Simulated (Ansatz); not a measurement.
Frames from the relaxation of a relaxed SnO cell, doubled along one cell vector, shaken by Gaussian noise of σ = 0.08 Å a coordinate, as extended XYZ (Å, eV, eV/Å, GPa with compression positive). The numbers are results of PBEsol (plane waves to 420 eV, PAW, scalar-relativistic; Ansatz, an electronic-structure program), not measurements. Γ-centred k-mesh 7×7×4 on the run's cell (coarser than for final values), Fermi–Dirac smearing 0.05 eV.

```xyz
4
Lattice="0.0000 2.6874 2.6874 2.6874 0.0000 2.6874 5.3748 5.3748 0.0000" Properties=species:S:1:pos:R:3:forces:R:3 pbc="T T T" step=1 free_energy=-13019.508 pressure=0.2 accepted=T
O      1.3651     1.2914     1.3314   -0.1084    0.1521   -0.1346
O      4.0293     4.0617     1.3928   -0.0641   -0.0354   -0.0747
Sn    -0.0779    -0.0114    -0.0128    0.4822    0.1692   -0.2561
Sn     5.4065     2.7438     2.6281   -0.3096   -0.2860    0.4654
4
Lattice="-0.0087 2.6833 2.6826 2.6899 -0.0188 2.6927 5.3261 5.3332 0.0162" Properties=species:S:1:pos:R:3:forces:R:3 pbc="T T T" step=2 free_energy=-13019.556 pressure=0.3 accepted=T
O      1.3589     1.2660     1.3245   -0.0920    0.0447   -0.0694
O      3.9917     4.0552     1.4082   -0.0261    0.0308   -0.0802
Sn    -0.0103     0.0023    -0.0691    0.0106   -0.1770    0.1761
Sn     5.3210     2.6800     2.7016    0.1075    0.1015   -0.0266
4
Lattice="-0.0030 2.9379 2.9348 2.9421 0.0029 2.9288 4.6744 4.6543 1.2156" Properties=species:S:1:pos:R:3:forces:R:3 pbc="T T T" step=17 free_energy=-13020.148 pressure=-0.5 accepted=F
O      1.1889     1.2232     1.7245    0.0222   -0.0144   -0.0057
O      3.5434     3.5332     2.3171    0.0287    0.0391   -0.0181
Sn     0.1037     0.1316    -0.1132   -0.0661   -0.1150    0.0452
Sn     5.3861     2.4252     3.4169    0.0153    0.0904   -0.0215
4
Lattice="-0.0015 2.9250 2.9240 2.9252 -0.0011 2.9235 4.6642 4.6631 1.1840" Properties=species:S:1:pos:R:3:forces:R:3 pbc="T T T" step=18 free_energy=-13020.150 pressure=0.0 accepted=T
O      1.1996     1.2105     1.7073    0.0081    0.0090   -0.0082
O      3.5303     3.5460     2.3008   -0.0295   -0.0305    0.0300
Sn     0.0975     0.1053    -0.1148    0.0568    0.0766   -0.0551
Sn     5.3575     2.4498     3.3990   -0.0354   -0.0551    0.0333
```

The path has 19 moves and ends in R3m (No. 160), 0.16 eV/atom below its start. Free energies are of the whole cell and compare only within this code, potentials and settings.  No spin polarisation in the result.

The end of the path is a generated cell of SnO: the first start was made by placing the elements on the sites of a structure type, and the end was not matched to a known phase here, so it may be hypothetical. Known forms of SnO include space group No. 129.
